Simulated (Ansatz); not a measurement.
A scan (energy over volume and axial ratio; atoms clamped) gave these values. Computed with r2SCAN (plane waves to 500 eV, PAW, scalar-relativistic; Ansatz, an electronic-structure program).

Shear modulus C′ = (C11 − C12)/2 (fit, atoms clamped): 62 GPa

Question: Of these crystals, all scanned alike, which one is it?
A) GaSb (zinc blende)
B) CdTe (zinc blende)
C) Ta (bcc, W type)
D) SiC (zinc blende)

Answer: C, Ta (bcc, W type). The others have, for the shear modulus C′ = (C11 − C12)/2: CdTe 8 GPa, GaSb 25 GPa, SiC 140 GPa

All were relaxed with their symmetry unable to fall. Spin-orbit coupling is left out. Ta is run without spin polarisation. The PAW data are Ansatz's earlier set. With partly filled bands, the response to shear is sensitive to the k mesh, so small differences along c/a are uncertain.

(A scan under strain: stresses follow from slopes of the energy per volume, elastic moduli from its curvatures.)
